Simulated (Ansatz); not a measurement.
A geometry of TiAl away from equilibrium: step 2 of the relaxation of a relaxed TiAl cell displaced along its unstable phonon at q = (½, 0, 0) of its primitive reciprocal cell (133i cm⁻¹), largest move 0.15 Å. Method: PBE (plane waves to 420 eV, PAW, scalar-relativistic; Ansatz, an electronic-structure program). Γ-centred k-mesh 4×8×6 on the run's cell (coarser than for final values), Fermi–Dirac smearing 0.05 eV. The plane waves were selected for a different cell earlier on the path.

```
TiAl
1.0
    9.14591     0.03616     0.00000
   -2.27082     3.93317     0.00000
    0.00000     0.00000     5.18027
Ti Al
4 4
Cartesian
  2.26793   1.30939   1.63878
  6.84088   1.32747   0.95135
  0.03421   2.64187   3.54148
  4.60716   2.65995   4.22892
  2.29046   1.32240   4.21568
  6.86342   1.34048   3.55472
  0.01167   2.62885   0.96459
  4.58463   2.64693   1.62554
```

### Question
What forces act on the atoms (eV/Å)?

### Answer
```
atom     Fx     Fy     Fz
----  -----  -----  -----
Ti1   -0.14  -0.08   0.44
Ti2   -0.14  -0.08  -0.44
Ti3    0.14   0.08  -0.44
Ti4    0.14   0.08   0.44
Al5   -0.06  -0.03   0.31
Al6   -0.06  -0.03  -0.31
Al7    0.06   0.03  -0.31
Al8    0.06   0.03   0.31
```

The path ends in Pnma (No. 62). No spin polarisation in the result.

The run could not lose the symmetry of its start: the end is stationary, and may be a saddle point rather than a minimum.

The end of the path is a generated cell of TiAl: the first start was made by placing the elements on the sites of a structure type, and the end was not matched to a known phase here, so it may be hypothetical. Known forms of TiAl include space group No. 123.
